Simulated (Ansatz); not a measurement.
A generator proposed this cell of YOsC4N4.

```xyz
10
Lattice="6.0922 0.0000 0.0000 0.0000 6.0922 0.0000 0.0000 0.0000 6.0922" Properties=species:S:1:pos:R:3 pbc="T T T"
Y     3.0461    3.0461    3.0461
Os    0.0000    0.0000    0.0000
C     1.0947    1.0947    1.0947
C     1.0947    4.9975    4.9975
C     4.9975    1.0947    4.9975
C     4.9975    4.9975    1.0947
N     1.7702    1.7702    1.7702
N     1.7702    4.3220    4.3220
N     4.3220    1.7702    4.3220
N     4.3220    4.3220    1.7702
```

Level of theory: Ansatz 0.2.0, DFT PBE, scalar-relativistic, plane waves, PAW. Cutoff 420 eV; k points 4×4×4 on the computed 10-atom cell (Γ-centred); Gaussian smearing, width 0.10 eV; collinear spin from starting moments 0.0 1.0 0.0 0.0 0.0 0.0 0.0 0.0 0.0 0.0 μB.

Formation energies are uncorrected and refer to the elements' standard structures at the same level (N₂ as a molecule).

**Question.** Estimate its pressure, forces and energy as it stands.

**Answer.** The pressure is 5.8 GPa (it wants to expand), the largest force is 2.22 eV/Å, and the energy is +0.13 eV/atom against the elements. The shortest distance is 1.17 Å.

**Question.** How much does it gain on relaxing, and where does it end?

**Answer.** Relaxing gains under 0.03 eV/atom in 8 ionic steps and ends at +0.105 eV/atom on the finer mesh. The symmetry stays P-43m (No. 215). The volume per atom grows by 5.5 %, from 22.6 to 23.9 Å³. The shortest distance goes from 1.17 Å (C–N) to 1.19 Å (C–N). Conventional cell: a = 6.202 Å. Y has 4 N at 2.24 Å; around Os lie 4 C at 1.94 Å; C has 1 N at 1.19 Å and 1 Os at 1.94 Å; N has 1 C at 1.19 Å and 1 Y at 2.24 Å.

The last run used collinear spin, a 6×6×6 mesh for its 10-atom cell and Gaussian smearing of 0.02 eV. Spin–orbit coupling, which can matter for Os, is left out. The reference form of C is held partly by dispersion forces, which this level lacks. The magnetic state reached may not be the lowest. The relaxation can't lower the symmetry of the start. A structure relaxed within its symmetry needn't be a true minimum.
